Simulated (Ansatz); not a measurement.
# Piezoelectric tensor of Cd$_{3}$HgS$_{4}$

Computed with Ansatz 0.2.0, DFT PBE, scalar-relativistic, plane waves, PAW. Settings: 420 eV plane-wave cutoff, Γ-centred 6×6×6 mesh, fixed occupations. No spin polarisation.

The cell, relaxed at this level:
```xyz
8
Lattice="5.9425 0.0000 0.0000 0.0000 5.9425 0.0000 0.0000 0.0000 5.9425" Properties=species:S:1:pos:R:3 pbc="T T T"
Cd    0.0000    0.0000    2.9712
Cd    0.0000    2.9712    0.0000
Cd    2.9712    0.0000    0.0000
Hg    2.9712    2.9712    2.9712
S     4.4687    4.4687    4.4687
S     4.4687    1.4738    1.4738
S     1.4738    4.4687    1.4738
S     1.4738    1.4738    4.4687
```

The cell was found from a structure generator's guess, not taken from experiment. Spin–orbit coupling is left out, which matters for heavy elements.

Problem. Give the relaxed-ion proper piezoelectric stress tensor e_iJ (C/m², Voigt columns xx yy zz yz xz xy).

Solution.
```
x   0.000 0.000 0.000 0.203 0.000 0.000
y   0.000 0.000 0.000 0.000 0.203 0.000
z   0.000 0.000 0.000 0.000 0.000 0.203
```
Signs follow the orientation of the cell as given.

Problem. With the elastic constants (GPa, Voigt order)
C11 = 65.2, C12 = 46.3, C13 = 46.3, C22 = 65.2, C23 = 46.3, C33 = 65.2, C44 = 25.3, C55 = 25.3, C66 = 25.3 GPa; the others vanish.
find the strain coefficients d = e·C⁻¹ (pC/N).

Solution.
```
x   0.0 0.0 0.0 8.0 0.0 0.0
y   0.0 0.0 0.0 0.0 8.0 0.0
z   0.0 0.0 0.0 0.0 0.0 8.0
```
